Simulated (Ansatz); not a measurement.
## Zincblende alloy of ZnS and MgS (24 of 32 Zn sites exchanged), 64 atoms

Ansatz, PAW, plane waves. PBEsol relaxation of volume and atoms (shape held) at the single k point (¼, ¼, ¼) without its symmetry partners; single points on the relaxed atoms at the single k point (¼, ¼, ¼) without its symmetry partners, onto which points of the small cell's zone fold. Arrangement: quasirandom. No spin–orbit coupling unless named.

Relaxed structure:

```
Mg S Zn
1.0
    11.15467    0.00000    0.00000
     0.00000   11.15467    0.00000
     0.00000    0.00000   11.15467
Mg S Zn
24 32 8
Direct
  0.00098 0.00363 0.00153
  0.00020 0.00215 0.49846
  0.00173 0.49702 0.00167
  0.99946 0.49685 0.49778
  0.49797 0.00507 0.00008
  0.49951 0.00395 0.49973
  0.49801 0.49398 0.00028
  0.49944 0.49675 0.50040
  0.25178 0.24777 0.50011
  0.24980 0.75162 0.50171
  0.74748 0.24765 0.49644
  0.74951 0.75149 0.00173
  0.74972 0.75222 0.49829
  0.24990 0.00374 0.24598
  0.24993 0.49619 0.24607
  0.25149 0.49786 0.75415
  0.74730 0.00372 0.75232
  0.74916 0.49440 0.24776
  0.74806 0.49559 0.75193
  0.00139 0.24772 0.75428
  0.99984 0.75232 0.24801
  0.00333 0.75155 0.75175
  0.49986 0.75189 0.24784
  0.49615 0.75210 0.75244
  0.12550 0.13449 0.12359
  0.12919 0.12033 0.63031
  0.12937 0.63028 0.11982
  0.12565 0.62169 0.62536
  0.62813 0.12852 0.12864
  0.61935 0.13074 0.63017
  0.62410 0.62214 0.12398
  0.62357 0.62560 0.62598
  0.37542 0.36269 0.12443
  0.37921 0.36995 0.63138
  0.37070 0.87333 0.11956
  0.37082 0.88222 0.62928
  0.87459 0.36556 0.12344
  0.87503 0.37114 0.62471
  0.87065 0.88209 0.12870
  0.87478 0.87786 0.62665
  0.37973 0.12921 0.36816
  0.36974 0.12961 0.87236
  0.37438 0.62418 0.37470
  0.37123 0.62797 0.88160
  0.87604 0.12599 0.36553
  0.86961 0.12921 0.88134
  0.87421 0.62358 0.37240
  0.87558 0.62399 0.87629
  0.12035 0.36780 0.36912
  0.13056 0.36946 0.88133
  0.12647 0.87718 0.37363
  0.13348 0.87819 0.87668
  0.61867 0.36940 0.36917
  0.62420 0.36321 0.87748
  0.62887 0.88305 0.36954
  0.62331 0.87686 0.87690
  0.25156 0.24789 0.00038
  0.25022 0.75261 0.99867
  0.74815 0.24757 0.00373
  0.25150 0.00240 0.75363
  0.75036 0.00566 0.24820
  0.99865 0.24831 0.24560
  0.50146 0.24746 0.24635
  0.49787 0.24813 0.75442
```

Problem. What are the mean bond lengths by pair (pairs within 1.2 times the sum of covalent radii, less contacts 15 % beyond the pair's median; cation–cation pairs of compounds aside; long ionic contacts are cut short by that bound)?

Solution. Mg–S 2.440 ± 0.010 Å (standard deviation, 96 bonds); S–Zn 2.343 ± 0.007 Å (standard deviation, 32 bonds).

Problem. What gap lies between the top filled and the lowest empty level in the single points?

Solution. HSE06 4.93 eV (50 s on NVIDIA H100). Away from Γ this isn't the crystal's band gap.
